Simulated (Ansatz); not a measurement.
NiTe$_{2}$Pd$_{2}$:
```
CELL_PARAMETERS angstrom
     -3.17912     5.74424     2.55802
      3.17912    -5.74424     2.55802
      3.17912     5.74424    -2.55802
ATOMIC_POSITIONS crystal
  Ni 0.75000 0.75000 0.00000
  Ni 0.25000 0.25000 0.00000
  Te 0.35591 0.72103 0.07694
  Te 0.64409 0.27897 0.92306
  Te 0.14409 0.22103 0.36512
  Te 0.85591 0.77897 0.63488
  Pd 0.60454 0.86833 0.47287
  Pd 0.39546 0.13167 0.52713
  Pd 0.89546 0.36833 0.26379
  Pd 0.10454 0.63167 0.73621
```

Relaxed with r²SCAN. Special points in fractions of this cell's reciprocal vectors: Γ (0.000, 0.000, 0.000); X (0.500, -0.500, 0.500); F0 (0.327, -0.327, 0.673); Σ0 (-0.327, 0.327, 0.327); Λ0 (0.300, 0.300, -0.300); G0 (0.700, -0.300, 0.300); R (0.000, 0.500, 0.000); W (0.250, 0.250, 0.250); S (0.500, 0.000, 0.000); T (0.000, 0.000, 0.500).

**Question.** List the band energies nearest the Fermi level at these points for r²SCAN in the plane-wave PAW code Ansatz.

**Answer.** In eV from the Fermi level; about four levels below and three above (degenerate sets whole), none deeper than 8.9 eV; points with the same levels are listed once.

```json
[
 {"k": "Γ", "below": "-1.44 -1.30 -0.77 -0.46", "above": "0.04 0.48 1.62"},
 {"k": "X", "below": "-1.63 -1.19 -0.95 -0.71", "above": "0.03 0.51 0.68"},
 {"k": "F0", "below": "-1.15 -1.01 -0.45 -0.06", "above": "0.27 0.34 0.86"},
 {"k": "Λ0", "below": "-1.42 -1.04 -0.46 -0.45", "above": "0.52 1.03 1.53"},
 {"k": "R", "below": "-1.54 -1.54 -1.48 -1.48", "above": "0.08 0.08 0.44 0.44"},
 {"k": "W", "below": "-0.56 -0.56 -0.17 -0.17", "above": "0.16 0.16 0.93 0.93"},
 {"k": "S", "below": "-0.43 -0.43 -0.12 -0.12", "above": "1.07 1.07 4.69 4.69"},
 {"k": "T", "below": "-0.84 -0.30 -0.17 -0.16", "above": "0.36 0.39 0.61"}
]
```

Space group Ibam. The workflow started from a Materials Project entry (that database holds measured and hypothetical structures alike); the Crystallography Open Database copy checked does not list it. Whether it is the stable phase at ambient conditions was not checked. Symmetry was held in the r²SCAN relaxation; its stability against distortions is not shown here. No spin polarisation was allowed. Spin–orbit coupling is left out wherever it is not named.

Potentials: the later of the program's two PAW sets.
